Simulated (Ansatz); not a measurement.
The end of the path is a generated cell of CsBS2: the first start was made by placing the elements on the sites of a structure type, and the end was not matched to a known phase here, so it may be hypothetical.

A geometry of CsBS$_{2}$ away from equilibrium: step 2 of the relaxation of a generated trial cell of CsBS2 in the AFLOW prototype AB2C_oC16_63_c_2c_c (as in SrCuO2). Method: r2SCAN (plane waves to 500 eV, PAW, scalar-relativistic; Ansatz, a first-principles code). Γ-centred k-mesh 5×5×5 on the run's cell (coarser than for final values), Fermi–Dirac smearing 0.05 eV. The plane waves were selected for a different cell earlier on the path.

```yaml
crystal:
  lattice:
    - [2.34570, -10.21278, 0.00000]
    - [2.34570, 10.21278, 0.00000]
    - [0.00000, 0.00000, 5.00391]
  atoms:
    - { symbol: B, position: [0.93757, 0.06243, 0.75000] }
    - { symbol: B, position: [0.06243, 0.93757, 0.25000] }
    - { symbol: S, position: [0.04640, 0.95360, 0.75000] }
    - { symbol: S, position: [0.95360, 0.04640, 0.25000] }
    - { symbol: S, position: [0.83010, 0.16990, 0.75000] }
    - { symbol: S, position: [0.16990, 0.83010, 0.25000] }
    - { symbol: Cs, position: [0.66892, 0.33108, 0.75000] }
    - { symbol: Cs, position: [0.33108, 0.66892, 0.25000] }
```

Task: What forces act on the atoms (eV/Å)?

Result: 
```csv
atom,Fx,Fy,Fz
B1,0.00,0.39,0.00
B2,0.00,-0.39,0.00
S3,0.00,2.96,0.00
S4,0.00,-2.96,0.00
S5,0.00,-4.11,0.00
S6,0.00,4.11,0.00
Cs7,0.00,0.11,0.00
Cs8,0.00,-0.11,0.00
```

The path ends in Cmcm (No. 63). No spin polarisation in the result. No dispersion correction is included, so spacings between layers, chains or molecules are soft and tend to come out too large.

The run could not lose the symmetry of its start: the end is stationary, and may be a saddle point rather than a minimum.
